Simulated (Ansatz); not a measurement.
The start is a generated cell, Al built in the trigonal-Te structure type. Cell shape, volume and atoms are optimised at zero target pressure with r2SCAN (plane waves to 500 eV, PAW, scalar-relativistic; Ansatz, a program for electronic structure). The first steps use a 14×14×10 k-mesh.

Starting cell:
```
Al
1.0
    3.74265     0.00000     0.00000
   -1.87133     3.24123     0.00000
    0.00000     0.00000     4.97312
Al
3
Cartesian
  0.98656   0.00000   1.65771
 -0.49328   0.85439   3.31542
  1.37804   2.38684   0.00000
```

```yaml
initial_pressure: "+5.1 GPa (positive: the cell is compressed)"
largest_initial_force: 2.27 eV/Å, on Al1, Al2, Al3 (atoms numbered as listed)
energy_released: 0.69 eV/atom
volume_change: -20.9 %, from 20.11 to 15.91 Å³/atom
Shortest distances (start → end): "The closest pairs of elements (up to four, under 3.6 Å), start → end: Al–Al 2.38 → 2.82 Å"
optimiser_moves: 17
```

Final values are on a 20×20×20 k-mesh of the relaxed cell. No spin polarisation in the result.

The run could not lose the symmetry of its start.
